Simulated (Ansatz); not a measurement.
Ansatz (an electronic-structure program) input:

Ansatz 0.2 input:
```yaml
crystal:
  lattice:
    - [2.2908922407, -3.8714748918, 0.0]
    - [2.2908922407, 3.8714748918, 0.0]
    - [0.0, 0.0, 4.582849145]
  atoms:
    - { symbol: Ga, position: [0.6563105375, 0.3436894625, 0.4176089739] }
    - { symbol: Ga, position: [0.3436894625, 0.6563105375, 0.5823910261] }
    - { symbol: Ga, position: [0.8436894625, 0.1563105375, 0.9176089739] }
    - { symbol: Ga, position: [0.1563105375, 0.8436894625, 0.0823910261] }
kpoints:
  mp_grid: { grid: [8, 8, 7] }
  band_path:
    path:
      - [[0.0, 0.0, 0.0], [-0.5, 0.5, 0.0], [-0.3375379632, 0.6624620368, 0.0]]  # Γ-Y-C_0
      - [[0.3375379632, 0.3375379632, 0.0], [0.0, 0.0, 0.0], [0.0, 0.0, 0.5], [0.3375379632, 0.3375379632, 0.5]]  # Σ_0-Γ-Z-A_0
      - [[-0.3375379632, 0.6624620368, 0.5], [-0.5, 0.5, 0.5], [-0.5, 0.5, 0.0]]  # E_0-T-Y
      - [[0.0, 0.0, 0.0], [0.0, 0.5, 0.0], [0.0, 0.5, 0.5], [0.0, 0.0, 0.5], [-0.5, 0.5, 0.5]]  # Γ-S-R-Z-T
    npoints: 6
basis: { xc_grid: 2 }
hamiltonian:
  xc: pbe
  pseudopotentials: { azcp: { folder: ./paw }, kind: paw_fr }
magnetization: { noncollinear: true, spin_orbit: true }
scf:
  n_extra_bands: 12
  convergence: { dr2_threshold: 0.0000000001 }
  occupations: { method: gaussian, width: 0.05 }
output: { eigenvalues: true }
```

Output (shortened):

```
Pseudopotentials: kind: paw_fr
Pseudopotential: Ga, paw, valence charge 13
Functional definition: PBE
non-collinear run that drives no moment, with spin-orbit …
Crystal: 4 atoms, lattice volume = 81.292 Å³
Basis set: ecut = 420 eV, 1601 PW (Γ), exchange–correlation on 64×64×64 points (8 copies of the dense FFT grid, shifted against one another)
Bands: 64, of which v1, the nominal top of the filled ones, is band 52 counted from 1 (51 counted from 0)
Symmetry: 8 space group operations + 8 with time reversal
k-points: 84 of 448
Projection manifold: j_resolved (fully-relativistic pseudo-atomic orbitals)
Initial density: superposition of atomic densities (chi_scale 0.1, normalization cell)
Initial wavefunctions: pseudopotential atomic-orbital guess
Eigensolver: davidson
Functional: x = pbe(κ = 0.804, μ = 0.2195149727645171), c = pbe(β = 0.06672455060314922)
SCF iter   1: F=—  HF=-15132.422743 eV  |F-HF|=—  |Δ(HF+E_count)|=         —  Δρ=2.75e-2  dr2=3.76e-1  dr2_m=0.00e0 (ungated)  ethr=3.10e-3  |M|=0.00e0 ∫|m|=0.00e0 μB  |m|>n=0.0e0 m-floor=0.0e0 τ_xc=0.0e0  β_m=0.30  ⟨swp⟩=5.8  Hψ=11291  notcnv=0  defer=24
all-band conjugate gradients solve this SCF's bands
preconditioner: auto → Kerker (q_TF=auto, 2.533 Å⁻¹)
spin=Noncollinear: Kerker preconditioning applied to the charge; magnetization (m_x, m_y, m_z) channels mix plain (no charge-response kernel on spin).
SCF iter   2: F=—  HF=-15132.389394 eV  |F-HF|=—  |Δ(HF+E_count)|=   3.33e-2  Δρ=2.24e-2  dr2=2.27e-1  dr2_m=0.00e0 (ungated)  ethr=7.23e-4  |M|=0.00e0 ∫|m|=0.00e0 μB  |m|>n=0.0e0 m-floor=0.0e0 τ_xc=0.0e0  β_m=0.59  ⟨swp⟩=2.5  Hψ=4125  notcnv=0  defer=476
SCF iter   3: F=—  HF=-15132.412664 eV  |F-HF|=—  |Δ(HF+E_count)|=   2.33e-2  Δρ=7.00e-3  dr2=3.10e-2  dr2_m=0.00e0 (ungated)  ethr=4.37e-4  |M|=0.00e0 ∫|m|=0.00e0 μB  |m|>n=0.0e0 m-floor=0.0e0 τ_xc=0.0e0  β_m=0.63  ⟨swp⟩=3.0  Hψ=4826  notcnv=0  defer=476
SCF iter   4: F=—  HF=-15132.413736 eV  |F-HF|=—  |Δ(HF+E_count)|=   1.07e-3  Δρ=1.62e-3  dr2=3.77e-3  dr2_m=0.00e0 (ungated)  ethr=5.96e-5  |M|=0.00e0 ∫|m|=0.00e0 μB  |m|>n=0.0e0 m-floor=0.0e0 τ_xc=0.0e0  β_m=0.81  ⟨swp⟩=2.0  Hψ=4900  notcnv=0  defer=476
SCF iter   5: F=—  HF=-15132.413736 eV  |F-HF|=—  |Δ(HF+E_count)|=   4.92e-7  Δρ=5.80e-4  dr2=3.35e-4  dr2_m=0.00e0 (ungated)  ethr=7.25e-6  |M|=0.00e0 ∫|m|=0.00e0 μB  |m|>n=0.0e0 m-floor=0.0e0 τ_xc=0.0e0  β_m=0.91  ⟨swp⟩=3.0  Hψ=4655  notcnv=0  defer=476
SCF iter   6: F=—  HF=-15132.413809 eV  |F-HF|=—  |Δ(HF+E_count)|=   7.29e-5  Δρ=1.58e-4  dr2=3.35e-5  dr2_m=0.00e0 (ungated)  ethr=6.44e-7  |M|=0.00e0 ∫|m|=0.00e0 μB  |m|>n=0.0e0 m-floor=0.0e0 τ_xc=0.0e0  β_m=0.95  ⟨swp⟩=2.0  Hψ=4345  notcnv=0  defer=476
SCF iter   7: F=—  HF=-15132.413816 eV  |F-HF|=—  |Δ(HF+E_count)|=   6.66e-6  Δρ=4.69e-5  dr2=1.05e-6  dr2_m=0.00e0 (ungated)  ethr=6.45e-8  |M|=0.00e0 ∫|m|=0.00e0 μB  |m|>n=0.0e0 m-floor=0.0e0 τ_xc=0.0e0  β_m=0.98  ⟨swp⟩=2.0  Hψ=4638  notcnv=0  defer=476
SCF iter   8: F=—  HF=-15132.413825 eV  |F-HF|=—  |Δ(HF+E_count)|=   9.23e-6  Δρ=2.02e-5  dr2=2.53e-7  dr2_m=0.00e0 (ungated)  ethr=2.02e-9  |M|=0.00e0 ∫|m|=0.00e0 μB  |m|>n=0.0e0 m-floor=0.0e0 τ_xc=0.0e0  β_m=0.99  ⟨swp⟩=2.0  Hψ=4640  notcnv=0  defer=476
SCF iter  11: F=-15132.413825 eV  HF=-15132.413825 eV  |F-HF|=1.82e-12  |Δ(HF+E_count)|=  2.80e-10  Δρ=1.48e-7  dr2=1.72e-11  dr2_m=0.00e0 (ungated)  ethr=1.00e-12  |M|=0.00e0 ∫|m|=0.00e0 μB  |m|>n=0.0e0 m-floor=0.0e0 τ_xc=0.0e0  ⟨swp⟩=7.8  Hψ=9305  notcnv=0
SCF 1 converged in 11 iterations: F = -15132.413825 eV  dr2 = 1.72e-11
NSCF: frozen V_eff on 70 k-points
SCF converged after 11 iterations
Magnetization: |M| = 0.0000 μB,  M = (+0.0000, +0.0000, +0.0000) μB
Absolute magnetization: 0.0000 μB (∫|m|)
  site 0: m = (+0.0000, +0.0000, +0.0000) μB, |m| = 0.0000 μB  (R = 1.05 Å)
  site 1: m = (+0.0000, +0.0000, +0.0000) μB, |m| = 0.0000 μB  (R = 1.05 Å)
  site 2: m = (+0.0000, +0.0000, +0.0000) μB, |m| = 0.0000 μB  (R = 1.05 Å)
  site 3: m = (+0.0000, +0.0000, +0.0000) μB, |m| = 0.0000 μB  (R = 1.05 Å)
Free energy (F): -15132.413825 eV
Harris-Foulkes:  -15132.413825 eV  (|F-HF|=1.82e-12)
Internal energy: -15132.412300 eV  (E = F + TS)
E sigma→0 (E₀):  -15132.413063 eV
Entropy (-TS):   -0.001525 eV (-0.381 meV/atom)
Fermi energy:    8.627198 eV
--- Per-component energies (eV) ---
  E_band       = -200.960107
  E_kinetic    = 444.348644
  E_local      = -5606.847633  (includes V_loc(G=0)·N_el)
  E_nonlocal   = -381.864988
  E_hartree    = 3583.872695
  E_xc         = -254.034772
  E_vxc        = -224.360897  (∫ρ·V_xc dr)
  E_paw        = -7951.053927  (= ΣΔE_a)
  E_vpaw       = -1599.979714  (= ΣTr[D̂ρ^β])
  E_aug_tail   = -0.000806  (compensation charges beyond the density's cutoff)
  E_ewald      = -4966.831514
  E_smearing   = -0.001525  (= −TS)
  E_closure    = 0.000000  (closes the sum)
  Σ components = -15132.413825   (vs F -15132.413825, Δ=0.00e0)
  [band-id]    e_kinetic+e_local+e_nonlocal+2·e_hartree+e_vxc+e_vpaw+e_augmentation_tail = -200.960003   (vs E_band -200.960107, Δ=1.04e-4)
--- Band table (eV; the first three rows and the last of 84) ---
  k-point 0: bands = ["-6.6220", "-6.6220", "-6.6132", "-6.6132", "-6.6075", "-6.6075", "-6.5959", "-6.5959", "-6.5821", "-6.5821", "-6.5484", "-6.5484", "-6.5418", "-6.5418", "-6.5012", "-6.5012", "-6.1884", "-6.1884", "-6.1758", "-6.1758", "-6.1660", "-6.1660", "-6.1084", "-6.1084", "-6.0972", "-6.0972", "-6.0435", "-6.0435", "-6.0356", "-6.0356", "-6.0168", "-6.0168", "-5.9811", "-5.9811", "-5.9636", "-5.9636", "-5.9600", "-5.9600", "-5.8708", "-5.8708", "-2.1937", "-2.1937", "4.3584", "4.3584", "4.9402", "4.9402", "6.6982", "6.6982", "6.9211", "6.9211", "7.9284", "7.9284", "9.4673", "9.4673", "9.4984", "9.4984", "9.7087", "9.7087", "13.4071", "13.4071", "13.8018", "13.8018", "14.8406", "14.8406"]
  k-point 1: bands = ["-6.6208", "-6.6208", "-6.6124", "-6.6124", "-6.6058", "-6.6058", "-6.5961", "-6.5961", "-6.5829", "-6.5829", "-6.5539", "-6.5539", "-6.5379", "-6.5379", "-6.5061", "-6.5061", "-6.1957", "-6.1957", "-6.1725", "-6.1725", "-6.1535", "-6.1535", "-6.1152", "-6.1152", "-6.0998", "-6.0998", "-6.0482", "-6.0482", "-6.0257", "-6.0257", "-6.0174", "-6.0174", "-5.9771", "-5.9771", "-5.9683", "-5.9683", "-5.9525", "-5.9525", "-5.8755", "-5.8755", "-2.0469", "-2.0469", "2.9365", "2.9365", "6.3656", "6.3656", "6.8295", "6.8295", "7.0706", "7.0706", "8.0257", "8.0257", "9.2662", "9.2662", "9.7273", "9.7273", "9.9765", "9.9765", "12.4310", "12.4310", "12.9971", "12.9971", "13.9880", "13.9880"]
  k-point 2: bands = ["-6.6168", "-6.6168", "-6.6101", "-6.6101", "-6.6057", "-6.6057", "-6.5910", "-6.5910", "-6.5827", "-6.5827", "-6.5637", "-6.5637", "-6.5363", "-6.5363", "-6.5188", "-6.5188", "-6.1917", "-6.1917", "-6.1752", "-6.1752", "-6.1373", "-6.1373", "-6.1291", "-6.1291", "-6.1075", "-6.1075", "-6.0417", "-6.0417", "-6.0306", "-6.0306", "-5.9996", "-5.9996", "-5.9806", "-5.9806", "-5.9604", "-5.9604", "-5.9437", "-5.9437", "-5.8903", "-5.8903", "-1.6067", "-1.6067", "1.4252", "1.4252", "7.2202", "7.2202", "7.5031", "7.5031", "7.7506", "7.7506", "8.2818", "8.2818", "9.2074", "9.2074", "9.6132", "9.6132", "10.1485", "10.1485", "12.1101", "12.1101", "12.1809", "12.1809", "12.4559", "12.4559"]
  k-point 83: bands = ["-6.6325", "-6.6325", "-6.6208", "-6.6208", "-6.5994", "-6.5994", "-6.5911", "-6.5911", "-6.5744", "-6.5744", "-6.5695", "-6.5695", "-6.5481", "-6.5481", "-6.5381", "-6.5381", "-6.1758", "-6.1758", "-6.1644", "-6.1644", "-6.1247", "-6.1247", "-6.1130", "-6.1130", "-6.0752", "-6.0752", "-6.0636", "-6.0636", "-6.0387", "-6.0387", "-6.0197", "-6.0197", "-5.9813", "-5.9813", "-5.9640", "-5.9640", "-5.9131", "-5.9131", "-5.8946", "-5.8946", "0.7318", "0.7318", "1.5958", "1.5958", "3.1434", "3.1434", "3.6551", "3.6551", "6.8770", "6.8770", "7.3783", "7.3783", "7.9361", "7.9361", "8.0354", "8.0354", "14.0870", "14.0870", "14.9157", "14.9157", "16.4113", "16.4113", "16.6021", "16.6021"]
  band table: 64 of 64 bands, residual norms ≤ 1.0e-3 eV
```

Cost: very roughly 70 core-seconds on shared cores.

Space group Cmce (α-Ga). The cell was relaxed with PBE under the symmetry of its start. Axis ratios of metals converge slowly with the k-mesh, so a and c are less sure than the volume.

Potentials: the earlier of the program's two PAW sets.

Ansatz is a plane-wave DFT program.
